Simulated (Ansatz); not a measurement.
Given:

H:
```
H
1.0
    2.00521    -1.92792     0.00000
    2.00521     1.92792     0.00000
    0.00000     0.00000     3.89888
H
4
Direct
  0.92805   0.07195   0.06884
  0.07195   0.92805   0.93116
  0.57195   0.42805   0.56884
  0.42805   0.57195   0.43116
```

This is the LDA-relaxed structure. Tensor components refer to the Cartesian frame of this cell.

Question: All from LDA (plane waves, PAW; program Ansatz), unless another level is named. Predict the smallest direct gap on the standard path.

Answer: 8.77 eV.

Question: What about the band gap?

Answer: 7.40 eV (indirect).

Question: What about the valence-band maximum?

Answer: on the Γ–Y line, 57 % of the way from Γ (k = 0.286, 0.286, 0.000 in fractions of the reciprocal vectors).

Question: Predict the conduction-band minimum.

Answer: at R (k = 0.000, 0.500, 0.500 in fractions of the reciprocal vectors) (2 equivalent valleys).

Space group Cmce. The workflow started from a Materials Project entry (that database holds measured and hypothetical structures alike); the Crystallography Open Database copy checked does not list it. It is not the usual solid phase (space group No. 194). Symmetry was held in the LDA relaxation; whether a distortion lowers the energy is not shown. The substance is a gas or liquid at ambient conditions. A crystal of weakly bound units computed without a dispersion correction: the cell and the soft elastic constants depend strongly on that.

Potentials: the earlier of the program's two PAW sets. The files were generated under PBE; for other functionals the program regenerates the frozen cores, and for LDA and PBEsol the local potential too.
